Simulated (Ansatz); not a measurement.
**TiSn₃O₈ (Cmmm) at 3 levels of theory**

One geometry, relaxed with PBE; plane waves with PAW potentials in Ansatz, scalar-relativistic. No spin polarisation. Gaps are the least over mesh and band path; pressure is positive in compression.

```cif
data_structure
_symmetry_space_group_name_H-M 'P 1'
_symmetry_Int_Tables_number 1
_cell_length_a 4.7782
_cell_length_b 4.7782
_cell_length_c 6.3603
_cell_angle_alpha 90.000
_cell_angle_beta 90.000
_cell_angle_gamma 90.102
_cell_volume 145.21
loop_
_atom_site_label
_atom_site_type_symbol
_atom_site_fract_x
_atom_site_fract_y
_atom_site_fract_z
_atom_site_occupancy
Ti1 Ti 0.00000 0.00000 0.50000 1
Sn1 Sn 0.50000 0.50000 0.74529 1
Sn2 Sn 0.50000 0.50000 0.25471 1
Sn3 Sn 0.00000 0.00000 0.00000 1
O1 O 0.30618 0.30618 0.00000 1
O2 O 0.29697 0.29697 0.50000 1
O3 O 0.18961 0.81039 0.73836 1
O4 O 0.18961 0.81039 0.26164 1
O5 O 0.81039 0.18961 0.73836 1
O6 O 0.81039 0.18961 0.26164 1
O7 O 0.69382 0.69382 0.00000 1
O8 O 0.70303 0.70303 0.50000 1
```

```csv
level,cutoff (eV),k mesh,gap (eV),pressure (GPa)
PBE,420,6×6×4,1.76,0.0
r2SCAN,500,6×6×4,2.25,-7.1
PBEsol,420,6×6×4,1.69,-6.0
```

The cell was found from a structure generator's guess, not taken from experiment.
